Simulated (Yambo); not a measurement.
A G0W0@PBEsol run in Yambo for AgCl (rock salt, space group Fm-3m, No. 225) (4×4×4 Γ-centred k mesh, bands 9 to 200 and a 10 Ry block in the screening, 200 bands in G with the Bruneval-Gonze terminator, plasmon pole fitted at 27.2 eV) gives these matrix elements, in eV, at the band edges (L → Γ):

| state | E0 | <Vxc> | <Σx> | <Σc(E0)> | Z |
|---|---|---|---|---|---|
| valence edge | 0.000 | -21.563 | -26.597 | 3.627 | 0.798 |
| conduction edge | 0.686 | -11.377 | -6.982 | -3.877 | 0.828 |

Solve the linearised quasiparticle equation for both states, give the gap, and say how exchange and correlation each act on it.

E = E0 + Z(Σx + Σc − Vxc). Valence: 0.000 + 0.798 × (-26.597 + (3.627) − (-21.563)) = -1.12 eV. Conduction: 0.686 + 0.828 × (-6.982 + (-3.877) − (-11.377)) = 1.11 eV. The gap is 2.24 eV, against 0.69 eV in PBEsol. Replacing Vxc by bare exchange alone would open it by 9.43 eV; correlation takes back 7.50 eV of that, and Z scales what is left. Nearest settings tried, and what they do to the gap: 4 Ry block (51 vectors against 169): -91 meV. Not varied: bands in G, bands in W, mesh. So the settings aren't converged at that level. 

Spin-orbit coupling is included.

Geometry relaxed with PBEsol; primitive cell a = 3.8520 Å, b = 3.8520 Å, c = 3.8520 Å, α = 60.00°, β = 60.00°, γ = 60.00°.
